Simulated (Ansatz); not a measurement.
Given:

Interlayer sliding in a free bilayer taken from bulk ZrS2 (CdI2 type): the upper half of the atoms below is shifted in the plane.

```
CELL_PARAMETERS angstrom
      3.63482     0.00000     0.00000
      1.81741     3.14785     0.00000
      0.00000     0.00000    23.64054
ATOMIC_POSITIONS crystal
  S  0.66667 0.66667 0.31655
  Zr 0.00000 0.00000 0.37857
  S  0.33333 0.33333 0.44043
  S  0.66667 0.66667 0.55957
  Zr 0.00000 0.00000 0.62143
  S  0.33333 0.33333 0.68345
```

In-plane vectors a = (3.635, 0.000) Å, b = (1.817, 3.148) Å, area 11.44 Å². The shift is x·a + y·b, and the map repeats with period 1 in x and y. Atoms relax along the normal only. γ = [E(shift) − E(0)] / area.

Level of theory: PBE-D3(BJ) (plane waves to 420 eV, PAW, scalar-relativistic; Ansatz, a quantum-chemistry and plane-wave program). k mesh 10×10×1 (Γ-centred), Fermi-Dirac smearing 0.05 eV. Energies are extrapolated to zero smearing. ZrS2 is run without spin polarisation. ZrS2 was relaxed with its symmetry unable to fall. The zero of γ is zero shift.

The scan covers x from 0.000 to 0.833 in 6 points and y from 0.000 to 0.833 in 6 points.

Question: Where does the grid have local minima besides zero shift?

Answer: (x, y) = (2/6, 2/6) at 46 mJ/m².

Question: Stepping between nearest grid points (6 neighbours each), what is the highest γ met on the easiest way from zero shift to the shift a?

Answer: 56 mJ/m².

Question: Which grid point, or set of equal points, is the highest, and at what γ?

Answer: x = 0.667, y = 0.667 (120 mJ/m²).

Question: Which atoms are eclipsed at x = 0.667, y = 0.667?

Answer: S above S, S above Zr, Zr above S.

(The slope of γ gives the shear force per area between the displaced halves; near zero shift its curvature is an elastic stiffness.)
